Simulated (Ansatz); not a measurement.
MoS2: a ladder of calculations

Cell of run 1: a Materials Project structure (computed, not necessarily an observed phase), atoms as given.

```
Mo S
1.0
     3.18543    0.00000    0.00000
    -1.59272    2.75867    0.00000
     0.00000    0.00000   13.17839
Mo S
2 4
Direct
  0.00000 0.00000 0.25000
  0.00000 0.00000 0.75000
  0.33333 0.66667 0.36774
  0.66667 0.33333 0.63226
  0.66667 0.33333 0.86774
  0.33333 0.66667 0.13226
```

Atoms are numbered from 1 in the order listed; like atoms form one site, named after its first atom.

Relaxed positions (PBE, cell held):

```
CELL_PARAMETERS angstrom
3.18543 0.00000 0.00000
-1.59272 2.75867 0.00000
0.00000 0.00000 13.17839
ATOMIC_POSITIONS crystal
Mo 0.00000 0.00000 0.25000
Mo 0.00000 0.00000 0.75000
S 0.33333 0.66667 0.36838
S 0.66667 0.33333 0.63162
S 0.66667 0.33333 0.86838
S 0.33333 0.66667 0.13162
```

All runs are DFT with Ansatz 0.2.0 (plane waves and PAW, scalar-relativistic unless spin–orbit coupling is named, Γ-centred meshes, Fermi–Dirac smearing where given) in this cell. Start moments of run 1 as typed (μB): 2 on each Mo, none on the rest.

Run 1: PBE, parallel start moments, atoms as given; 420 eV, 11×11×3 k-points, smearing 0.02 eV.
Run 2: r2SCAN, parallel start moments, at the relaxed atoms; 500 eV, 11×11×3 k-points, smearing 0.02 eV.
Run 3: LDA, parallel start moments, at the relaxed atoms; 420 eV, 11×11×3 k-points, smearing 0.02 eV.

Question: What does each run give, and what moves the gradients most?

Answer: 

| run | Mo V_zz (η) | S V_zz (η) |
| --- | --- | --- |
| 1 | -7.87 (0.00) | -5.74 (0.00) |
| 2 | -7.73 (0.00) | -5.63 (0.00) |
| 3 | -7.75 (0.00) | -5.62 (0.00) |

V_zz in 10²¹ V/m². Against run 1, the gradient tensors on these sites move by at most 0.14 in run 2 (Mo), 0.12 in run 3 (Mo).

Without spin–orbit coupling (the program notes it for Mo) the gradients are little affected as a rule: paired runs on crystals with a gap mostly move them by under 2 % at such atoms. Without spin–orbit coupling (the program notes it for Mo) the gradients can shift somewhat, as the gap is small. In run 2 the program didn't check the stability of the electronic state in full, so a lower one may lie near. In runs 1, 2, 3 the start moments die out. In run 3 the atoms aren't at the calculated equilibrium (largest force 0.49 eV/Å). The cell isn't the equilibrium one in run 3 (calculated pressure -6 GPa), and the entry's cell may itself be off.
